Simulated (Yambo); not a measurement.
A G0W0@PBEsol run in Yambo for AgCl (space group Cmcm, No. 63) under isotropic strain of -3 % on all lattice vectors (4×4×4 Γ-centred k mesh, bands 9 to 99 and a 6 Ry block in the screening, 99 bands in G with the Bruneval-Gonze terminator, plasmon pole fitted at 27.2 eV) gives these matrix elements, in eV, at the band edges ((0.25, 0.25, 0) → Γ):

```csv
state,E0,<Vxc>,<Σx>,<Σc(E0)>,Z
valence edge,0.000,-21.361,-26.129,3.813,0.802
conduction edge,0.406,-13.586,-9.619,-3.251,0.825
```

Solve the linearised quasiparticle equation for both states, give the gap, and say how exchange and correlation each act on it.

E = E0 + Z(Σx + Σc − Vxc). Valence: 0.000 + 0.802 × (-26.129 + (3.813) − (-21.361)) = -0.77 eV. Conduction: 0.406 + 0.825 × (-9.619 + (-3.251) − (-13.586)) = 1.00 eV. The gap is 1.76 eV, against 0.41 eV in PBEsol. Replacing Vxc by bare exchange alone would open it by 8.73 eV; correlation takes back 7.06 eV of that, and Z scales what is left. Convergence of the G0W0 settings was not tested. Spin-orbit splittings are left out.

Geometry strained from the cell relaxed with PBEsol, atoms relaxed again; primitive cell a = b = 5.5659 Å, c = 3.7296 Å, α = β = 90.00°, γ = 142.44°.

This is not the ordinary phase of the substance; no match was found in the copy of COD used, and its stability was not checked.
